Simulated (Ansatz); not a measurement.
Input and command of a calculation in Ansatz (plane waves; scalar-relativistic PAW potentials unless the input names others):

```yaml
crystal:
  lattice:
    - [5.5925061122, 0.0, 0.0]
    - [-2.7962530561, 4.843252364, 0.0]
    - [0.0, 0.0, 2.6489194276]
  atoms:
    - { symbol: Ir, position: [0.6666666667, 0.3333333333, 0.5] }
    - { symbol: Ir, position: [0.3333333333, 0.6666666667, 0.5] }
    - { symbol: C, position: [0.5, 0.0, 0.0] }
    - { symbol: C, position: [0.0, 0.5, 0.0] }
    - { symbol: C, position: [0.5, 0.5, 0.0] }
basis:
  ecutwfc: 420
kpoints:
  mp_grid: { grid: [10, 10, 11] }
hamiltonian:
  xc: pbe
scf:
  occupations: { method: gaussian, width: 0.1 }
output:
  forces: true
  eigenvalues: true
  stress: true
```

```bash
ansatz run input.yaml --threads 1 --pin off --max-ram 2560MiB --backend cpu --events-out ev --progress --plain --runs-dir out
```

Abridged log:
```
Basis set: ecut = 420 eV, 1413 PW (Γ), exchange–correlation on 80×80×36 points (8 copies of the dense FFT grid, shifted against one another)
Bands: 28, of which v1, the nominal top of the filled ones, is band 23 counted from 1 (22 counted from 0)
Symmetry: 24 space group operations
k-points: 84 of 1100
SCF iter   1: F=—  HF=-24615.046032 eV  |F-HF|=—  |Δ(HF+E_count)|=         —  Δρ=1.70e-2  dr2=3.18e-1  ethr=1.77e-3  ⟨swp⟩=6.1  Hψ=9950  notcnv=0
SCF iter   2: F=—  HF=-24614.996087 eV  |F-HF|=—  |Δ(HF+E_count)|=   4.99e-2  Δρ=5.50e-3  dr2=1.50e-2  ethr=6.92e-4  ⟨swp⟩=2.6  Hψ=4496  notcnv=0  defer=37
SCF iter   3: F=—  HF=-24614.996431 eV  |F-HF|=—  |Δ(HF+E_count)|=   3.44e-4  Δρ=1.35e-3  dr2=1.44e-3  ethr=3.25e-5  ⟨swp⟩=2.4  Hψ=4084  notcnv=0  defer=37
SCF iter   4: F=—  HF=-24614.996165 eV  |F-HF|=—  |Δ(HF+E_count)|=   2.66e-4  Δρ=1.81e-4  dr2=3.73e-5  ethr=3.13e-6  ⟨swp⟩=2.1  Hψ=3382  notcnv=0  defer=37
SCF iter   5: F=—  HF=-24614.996171 eV  |F-HF|=—  |Δ(HF+E_count)|=   5.97e-6  Δρ=3.98e-5  dr2=1.71e-6  ethr=8.11e-8  ⟨swp⟩=2.1  Hψ=3694  notcnv=0  defer=37
SCF iter   6: F=-24614.996171 eV  HF=-24614.996171 eV  |F-HF|=6.16e-9  |Δ(HF+E_count)|=   3.31e-7  Δρ=1.28e-5  dr2=7.14e-8  ethr=2.17e-10  ⟨swp⟩=9.3  Hψ=12341  notcnv=0
SCF 1 converged in 6 iterations: F = -24614.996171 eV  dr2 = 7.14e-8
SCF converged after 6 iterations
Free energy (F): -24614.996171 eV
Harris-Foulkes:  -24614.996171 eV  (|F-HF|=6.16e-9)
Internal energy: -24614.980422 eV  (E = F + TS)
E sigma→0 (E₀):  -24614.988297 eV
Entropy (-TS):   -0.015749 eV (-3.150 meV/atom)
Fermi energy:    11.901617 eV
--- Forces (eV/Å), atoms counted from 1 ---
  atom   1  Ir     0.00000000     0.00000000     0.00000000
  atom   2  Ir     0.00000000     0.00000000     0.00000000
  atom   3  C      0.00000000     0.00000000     0.00000000
  atom   4  C      0.00000000     0.00000000     0.00000000
  atom   5  C      0.00000000     0.00000000     0.00000000
--- Stress (GPa, compression-positive) ---
        0.101855       0.000000       0.000000
        0.000000       0.101855       0.000000
        0.000000       0.000000       0.216362
  P = ⅓ Tr σ = 0.1400 GPa (1.400 kbar)
```

Apart from outputs, empty bands and the relaxation, which only the reference makes, the input differs from a reference run on usual settings in kpoints.mp_grid.grid: [12, 12, 14] → [10, 10, 11]. The reference, at the same geometry, ended its own course with pressure 0.03 GPa, largest force 0.000 eV/Å, no gap on the mesh. This run converged in 6 SCF iterations with an energy at zero smearing 0.43 meV/atom above the reference's, pressure 0.14 GPa, largest force 0.000 eV/Å, no gap on the mesh. Its k mesh is looser than usual, yet energy, pressure and forces hardly moved.

It took 5 s on 1 thread of Intel(R) Xeon(R) 6975P-C (Granite Rapids) (shared host), peak memory 0.43 GiB.